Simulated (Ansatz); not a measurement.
CsPH₂O₄ in space group P2_1 (No. 4; Pearson symbol mP16), DFT-PBEsol in the program Ansatz with PAW potentials, all energies at zero smearing, with the estimated change up to a 700 eV cutoff added, with one set of potentials and settings (totals compare only within such a set). Cell of 16 atoms (2 Cs, 4 H, 2 P, 8 O): -17211.241 eV.

```
element                            reference phase  E (eV/atom)
-------  -----------------------------------------  -----------
Cs                   P6_3/mmc, 2 atoms in the cell   -5585.7977
H                        Cmce, 4 atoms in the cell     -15.6194
P                        Cmce, 4 atoms in the cell    -740.0371
O        C2/m, 4 atoms in the cell, spin-polarised    -558.3554
```

Formation energy per atom, worked out: (-17211.241 − 2×(-5585.7977) − 4×(-15.6194) − 2×(-740.0371) − 8×(-558.3554))/16 = -1.891 eV/atom (-182 kJ per mol of atoms), at 0 K, without zero-point energy or fitted corrections.

The workflow started from a Materials Project entry (that database holds measured and hypothetical structures alike); the Crystallography Open Database files this formula in space group No. 4, but the cells were not matched. Whether it is the stable phase at ambient conditions was not checked. The cell was relaxed with PBEsol under the symmetry of its start; of distortions, only those at the zone centre were tested. The references are the lowest solids computed at this level, not always the standard phases (solids in place of the gases). Spin–orbit coupling is left out wherever it is not named.

Potentials: the later of the program's two PAW sets.
